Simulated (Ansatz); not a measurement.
InP:
```xyz
12
Lattice="7.2722 0.0000 0.0000 0.0000 7.2722 0.0000 0.0000 0.0000 7.2722" Properties=species:S:1:pos:R:3 pbc="T T T"
In     1.8180     0.0000     3.6361
In     3.6361     1.8180     0.0000
In     3.6361     5.4541     0.0000
In     5.4541     0.0000     3.6361
In     0.0000     3.6361     5.4541
In     0.0000     3.6361     1.8180
P      1.8180     3.6361     0.0000
P      0.0000     1.8180     3.6361
P      0.0000     5.4541     3.6361
P      5.4541     3.6361     0.0000
P      3.6361     0.0000     5.4541
P      3.6361     0.0000     1.8180
```

r²SCAN (plane waves, PAW; program Ansatz) gives a gap of 1.07 eV without spin–orbit coupling, maximum at Γ, minimum at Γ.

### Question
What happens when spin–orbit coupling is switched on?

### Answer
The gap drops by 0.04 eV, to 1.03 eV; maximum at Γ, minimum at Γ.

### Question
How large is the spin–orbit splitting of the valence top at Γ?

### Answer
The fourfold level lies 0.13 eV above the split-off pair.

### Question
Give the electron effective mass with spin–orbit coupling.

### Answer
0.087 mₑ (isotropic).

### Question
Give the hole effective mass with spin–orbit coupling, band 1 of 2 at the edge.

### Answer
1.9 along [100], 0.61 along [110], 0.48 along [111] (mₑ).

### Question
Give the hole effective mass with spin–orbit coupling, band 2 of 2 at the edge.

### Answer
0.096 along [100], 0.11 along [110], 0.11 along [111] (mₑ).

Space group Pm-3n. The start of the workflow was typed in or built on a structure type; neither database checked (COD, Materials Project) lists it. It is not the phase usual at ambient conditions (space group No. 216). Symmetry was held in the r²SCAN relaxation; whether a distortion lowers the energy is not shown. The volume moved by 28 % from the start of the relaxation.

Potentials: the later of the program's two PAW sets.
